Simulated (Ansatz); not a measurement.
**Piezoelectric tensor of Zn4SO3**

These are results of DFT PBE, scalar-relativistic, plane waves, PAW in Ansatz 0.2.0, not measurements. Cutoff 420 eV, 8×8×8 k-points (Γ-centred), fixed occupations. No spin polarisation.

Equilibrium structure at this level:
```
Zn S O
1.0
     4.82081    0.00000    0.00000
     0.00000    4.82081    0.00000
     0.00000    0.00000    4.82081
Zn S O
4 1 3
Direct
  0.77064 0.77064 0.77064
  0.77064 0.22936 0.22936
  0.22936 0.77064 0.22936
  0.22936 0.22936 0.77064
  0.50000 0.50000 0.50000
  0.00000 0.00000 0.50000
  0.00000 0.50000 0.00000
  0.50000 0.00000 0.00000
```

The structure comes from a generated guess, relaxed at this level; another structure or a mixture of phases may lie lower.

Question: Give the relaxed-ion proper piezoelectric stress tensor e_iJ (C/m², Voigt columns xx yy zz yz xz xy).

Answer:
```
x    0.00  0.00  0.00 -0.52  0.00  0.00
y    0.00  0.00  0.00  0.00 -0.52  0.00
z    0.00  0.00  0.00  0.00  0.00 -0.52
```
Signs follow the orientation of the cell as given.

Question: With the elastic constants (GPa, Voigt order)
```
137.2  93.8  93.8   0.0   0.0   0.0
 93.8 137.2  93.8   0.0   0.0   0.0
 93.8  93.8 137.2   0.0   0.0   0.0
  0.0   0.0   0.0  55.3   0.0   0.0
  0.0   0.0   0.0   0.0  55.3   0.0
  0.0   0.0   0.0   0.0   0.0  55.3
```
find the strain coefficients d = e·C⁻¹ (pC/N).

Answer:
```
x    0.0  0.0  0.0 -9.4  0.0  0.0
y    0.0  0.0  0.0  0.0 -9.4  0.0
z    0.0  0.0  0.0  0.0  0.0 -9.4
```
